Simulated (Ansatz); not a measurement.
SnF3:
```
SnF3
1.0
    0.00000     4.36928     4.36928
    4.36928     0.00000     4.36928
    4.36928     4.36928     0.00000
Sn F
2 6
Cartesian
  4.36928   4.36928   4.36928
  0.00000   0.00000   0.00000
  4.36928   6.34456   4.36928
  4.36928   2.39399   4.36928
  2.39399   4.36928   4.36928
  6.34456   4.36928   4.36928
  4.36928   4.36928   6.34456
  4.36928   4.36928   2.39399
```

Relaxed with HSE06. Special points in fractions of this cell's reciprocal vectors: Γ (0.000, 0.000, 0.000); X (0.500, 0.000, 0.500); U (0.625, 0.250, 0.625); K (0.375, 0.375, 0.750); L (0.500, 0.500, 0.500); W (0.500, 0.250, 0.750).

Q: List the band energies nearest the valence-band maximum at these points for the program Ansatz at the HSE06 level (PAW).

A: In eV from the valence-band maximum; about four levels below and three above (degenerate sets whole), none deeper than 8.9 eV; points with the same levels are listed once.

```json
[
 {"k": "Γ", "below": "-3.28 -3.28 -3.28 -2.15", "above": "6.62 6.62 6.62"},
 {"k": "X", "below": "-3.56 -3.56 -3.28 0.00", "above": "6.17 6.54 6.75 6.75"},
 {"k": "U", "below": "-3.53 -3.49 -3.34 -0.06", "above": "5.21 6.59 7.02"},
 {"k": "L", "below": "-3.42 -3.42 -3.38 -0.57", "above": "4.33 7.32 7.32"},
 {"k": "W", "below": "-3.56 -3.41 -3.41 -0.02", "above": "5.28 6.64 6.64"}
]
```

Space group Fm-3m. The first step of the workflow began from a Materials Project structure, measured or hypothetical; the Crystallography Open Database files this formula in space group No. 225, but the cells were not matched. Whether it is the stable phase at ambient conditions was not checked. The cell was relaxed with HSE06 under the symmetry of its start; whether a distortion lowers the energy is not shown. The hybrid was solved on a coarse mesh, the path and, where they were found, the r²SCAN edge points; its band edges are the extreme levels among these. Spin–orbit coupling is left out wherever it is not named.

Potentials: the later of the program's two PAW sets.
